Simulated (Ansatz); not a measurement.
In2O3:
Space group R-3c, hexagonal axes (No. 167); a = b = 5.5077 Å, c = 14.5624 Å, α = β = 90.00°, γ = 120.00°

| atom | site | symmetry | x | y | z |
|---|---|---|---|---|---|
| In | 12c | 3. | 0.0000 | 0.0000 | 0.1430 |
| O | 18e | .2 | 0.2966 | 0.2966 | 0.7500 |
(The calculation used a cell of 10 atoms; values per cell refer to that cell.)

Relaxed with r²SCAN.

Question: Tabulate the valence density and the electron localisation function along the shortest In–In contact (3.12 Å), plane-wave PAW r²SCAN (Ansatz code).

Answer: 

```tsv
distance from In (Å)	density (e/Å³)	ELF
0.31	8.98	0.00
0.47	5.61	0.04
0.62	2.97	0.14
0.78	1.34	0.22
0.94	0.58	0.20
1.09	0.29	0.12
1.25	0.18	0.08
1.40	0.14	0.07
1.56	0.13	0.06
1.71	0.14	0.07
1.87	0.18	0.08
2.03	0.29	0.12
2.18	0.58	0.20
2.34	1.34	0.22
2.49	2.97	0.14
2.65	5.61	0.04
2.81	8.97	0.00
```

The density is the valence pseudo-density with augmentation charge, so density and ELF within about 1 Å of a nucleus are not all-electron values.

The workflow started from a Materials Project entry (that database holds measured and hypothetical structures alike); the Crystallography Open Database files this formula in space group No. 167, but the cells were not matched. It is not the phase usual at ambient conditions (space group No. 206). Symmetry was held in the r²SCAN relaxation; its stability against distortions is not shown here.

Potentials: the later of the program's two PAW sets.
